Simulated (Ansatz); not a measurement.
Question: AgW (rock salt, Fm-3m) is relaxed with the program Ansatz at the PBE level (PAW). What lattice parameters of the conventional cell result?

Answer: a = 5.339 Å.

The start of the workflow was typed in or built on a structure type; neither database checked (COD, Materials Project) lists it. Whether it is the stable phase at ambient conditions was not checked. The PBE relaxation kept the symmetry of its start; whether a distortion lowers the energy is not shown. The run is not spin-polarised. The volume moved by 16 % from the start of the relaxation. Its formation energy is positive at this level, so the cell may be metastable or incomplete. Spin–orbit coupling is left out wherever it is not named.

Potentials: the earlier of the program's two PAW sets.
